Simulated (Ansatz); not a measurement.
Ga2Os: enthalpy against pressure

Ga2Os, Fddd, a = 4.713 Å, b = 8.209 Å, c = 8.695 Å. The structure is a COD entry; whether it is the stable form wasn't checked. Ansatz: PBEsol, PAW, 420 eV, Γ-centred 8×8×8 mesh on 6 atoms, Gaussian smearing 0.02 eV; no spin polarisation. Cell and atoms are relaxed at each pressure, and no other structure is tried, so the rows at high pressure may lie past a change of phase. y is the enthalpy over the state at zero pressure; there V0 = 14.016 Å³/atom. The pressures are the targets, met within 0.02 GPa.

```
P (GPa) y (eV/atom)
   -2.0      -0.1759
    0.0       0.0000
    2.0       0.1741
    5.0       0.4322
   10.0            ?
   20.0       1.6752
   40.0       3.2372
```

Task: Fit y = c1 P + c2 P² + c3 P³ to the other rows, say what c1 and c2 mean, and predict the missing value.

Result: Least squares on the rows shown. y = 0.087466 P − 0.00020726 P² + 1.0966×10⁻⁶ P³. Since dH/dP = V, c1 is V0: 0.087466 eV/GPa × 160.2 = 14.012 Å³ against 14.016; c2 = −V0/(2B0) gives B0 = 211 GPa, where a Birch–Murnaghan fit to the volumes of the same runs (not shown) gives 199 GPa: a cubic over this range folds the higher terms into c2. At P = 10.0 the fit asked for gives 0.8550 eV/atom. The run gave 0.8547 eV/atom, so the fit is 0.0003 eV/atom too high, a small miss on the scale of the series.

Spin–orbit coupling is left out, which can shift energies with elements as heavy as these.